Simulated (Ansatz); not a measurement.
## Two states of Na3AlMoH3

```
CELL_PARAMETERS angstrom
8.01553 1.36043 -0.45204
-1.16633 6.28047 1.01788
-1.10935 0.32846 5.84728
ATOMIC_POSITIONS crystal
Na 0.98842 0.82265 0.62608
Na 0.90749 0.57364 0.12299
Na 0.28048 0.34734 0.25533
Na 0.73724 0.43687 0.63893
Mo 0.24732 0.13970 0.80785
Mo 0.61619 0.97240 0.69132
H 0.52135 0.20447 0.17370
H 0.23598 0.74931 0.94497
H 0.12592 0.50123 0.45913
H 0.96494 0.19790 0.64808
Na 0.48878 0.81896 0.22344
Na 0.36128 0.60790 0.69858
Al 0.80895 0.00811 0.13889
Al 0.13741 0.91355 0.21407
H 0.61657 0.58793 0.06784
H 0.49866 0.26479 0.75861
```

Level: PBEsol; 420 eV; 3×3×3 (shifted by 0.5, 0.5, 0 steps) mesh; cold occupations (width 0.1488 eV); Ansatz 0.2.0, fixed geometry.

State A: Mo5 up, Mo6 up (collinear spin). State B: Mo5 up, Mo6 down (collinear spin).

Problem. Compare the two self-consistent states.

Solution. State A is lower by 5.1 meV an atom at zero smearing; in free energy at this smearing B lies +5.7 meV an atom from A. So small a gap isn't resolved on this mesh where a state is a metal.

| state | free energy (meV/atom) | largest moment in a small sphere (μB) | net moment (μB/cell) | gap on mesh (eV) | pressure (GPa) | largest force (eV/Å) |
| --- | --- | --- | --- | --- | --- | --- |
| A | 0.0 | 2.13 | 6.21 | metal | -4.3 | 1.41 |
| B | 5.7 | 2.12 | 0.89 | metal | -4.3 | 1.41 |

Origin: a disordered cell, so it need not be a known compound. Caveats: the k mesh is coarse if the cell is a metal.
